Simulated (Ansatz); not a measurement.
Input and command of a plane-wave DFT calculation in Ansatz:

```yaml
crystal:
  lattice:
    - [-3.7240006046, 0.0, 0.0]
    - [-1.8620003023, -3.2250791273, 0.0]
    - [0.0, 0.0, 10.124]
  atoms:
    - { symbol: Pt, position: [0.0, 0.0, 0.0] }
    - { symbol: Pt, position: [0.0, 0.0, 0.5] }
    - { symbol: Se, position: [0.3333333333, 0.3333333333, 0.125] }
    - { symbol: Se, position: [0.3333333333, 0.3333333333, 0.625] }
    - { symbol: Se, position: [0.6666666667, 0.6666666667, 0.375] }
    - { symbol: Se, position: [0.6666666667, 0.6666666667, 0.875] }
basis:
  ecutwfc: 420
kpoints:
  mp_grid: { grid: [14, 14, 5] }
hamiltonian:
  xc: pbe
  dispersion: d3bj
scf:
  occupations: { method: gaussian, width: 0.15 }
output:
  forces: true
  stress: true
  eigenvalues: true
  write_density: true
  write_potential: true
  elf: true
  volumetric_format: npy
```

```bash
ansatz run input.yaml --threads 2 --pin off --max-ram 5120MiB --backend cpu --events-out ev --progress --plain --runs-dir out
```

Processor: Intel(R) Xeon(R) Platinum 8488C (Sapphire Rapids), 2 threads, on a host shared with other jobs.

Task: Estimate time, memory and problem size.

Result: About 14 s on 2 threads of Intel(R) Xeon(R) Platinum 8488C (Sapphire Rapids), on a shared host, peak memory 0.81 GiB. It solves 60 bands at 104 k points (the mesh reduced by symmetry) with about 2373 plane waves, in 6 SCF iterations.
